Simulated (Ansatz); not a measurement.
Nb (bcc, W type)

```
Nb
1.0
   -1.65135     1.65135     1.65135
    1.65135    -1.65135     1.65135
    1.65135     1.65135    -1.65135
Nb
1
Direct
  0.00000   0.00000   0.00000
```

Equation-of-state scan: isotropic scaling of the cell above, V₀ being its volume. Symmetry pins the atoms to their sites.

All values below come from r2SCAN (plane waves to 500 eV, PAW, scalar-relativistic; Ansatz, an electronic-structure program). k mesh 20×20×20 (Γ-centred), Fermi-Dirac smearing 0.05 eV. Energies are smeared free energies. Stress and pressure are positive under compression. Nb is run without spin polarisation. Nb was relaxed with its symmetry unable to fall. The zero of ΔE is the relaxed starting cell. The last digit holds for this mesh only.

| V (Å³/atom) | ΔE (meV/atom) |
|---|---|
| 16.211 | 115.2 |
| 16.572 | 71.2 |
| 16.932 | 38.7 |
| 17.292 | 16.6 |
| 17.652 | 4.0 |
| 18.013 | 0.0 |
| 18.373 | 3.8 |
| 18.733 | 14.7 |
| 19.093 | 32.1 |
| 19.454 | withheld |
| 19.814 | 84.0 |

Fit a third-order Birch-Murnaghan form (E₀, V₀, B₀, B₀′ free) to the given rows and predict ΔE at V = 19.454.

Least squares on the 10 given rows: ΔE = E₀ + (9V₀B₀/16)·y²·[2 + (B₀′ − 4)y], y = (V₀/V)^(2/3) − 1, with V₀ = 18.012 Å³/atom, B₀ = 173.7 GPa (160.2 GPa = 1 eV/Å³; the term in eV is multiplied by 1000), B₀′ = 3.75, E₀ = -0.01 meV/atom; root-mean-square residual 0.03 meV/atom. At 19.454 the fit gives 55.4 meV/atom; the calculation gives 55.4 meV/atom, the same to the digits shown. For the pressure the fit gives -11.6 GPa against the computed -11.6 GPa.

(Under strain, the slope of the energy per volume gives the stress and its curvature an elastic modulus.)
